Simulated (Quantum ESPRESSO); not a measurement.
```
Cs2LiScF6
1.0
    0.00000     4.39574     4.39574
    4.39574     0.00000     4.39574
    4.39574     4.39574     0.00000
Cs Li Sc F
2 1 1 6
Direct
  0.75000   0.75000   0.75000
  0.25000   0.25000   0.25000
  0.50000   0.50000   0.50000
  0.00000   0.00000   0.00000
  0.76533   0.23467   0.23467
  0.23467   0.76533   0.76533
  0.23467   0.76533   0.23467
  0.76533   0.23467   0.76533
  0.23467   0.23467   0.76533
  0.76533   0.76533   0.23467
```
The cell comes from the Materials Project (a computed structure). It is Cs2LiScF6 in Fm-3m; whether this form has been observed was not checked. Stability against distortions was not tested. The run has no spin polarisation.

With PBE (σ by GIPAW in a modified build of Quantum ESPRESSO; JTH PAW datasets, 22.5 Ha):

```json
[
 {"quantity": "σ_iso Cs (ppm)", "PBE": "5461.7"},
 {"quantity": "σ_iso Sc (ppm)", "PBE": "751.1"},
 {"quantity": "σ_iso F (ppm)", "PBE": "136.9"}
]
```

These are absolute shieldings with no macroscopic susceptibility term; δ = σ_ref − σ needs a reference computed alike. In our sweeps, cutoffs and meshes of this size left a few ppm, and up to some 20 ppm on atoms from Zn on. No spin–orbit coupling; Cs is the heaviest element present. PBE places the empty d or f states of Sc too low, which is known to distort σ on and beside such ions.

What does the LDA, on its own JTH datasets and the same geometry, give?


```tsv
quantity	LDA	LDA − PBE
σ_iso Cs (ppm)	5378.6	-83.1
σ_iso Sc (ppm)	716.9	-34.2
σ_iso F (ppm)	115.9	-21.0
```
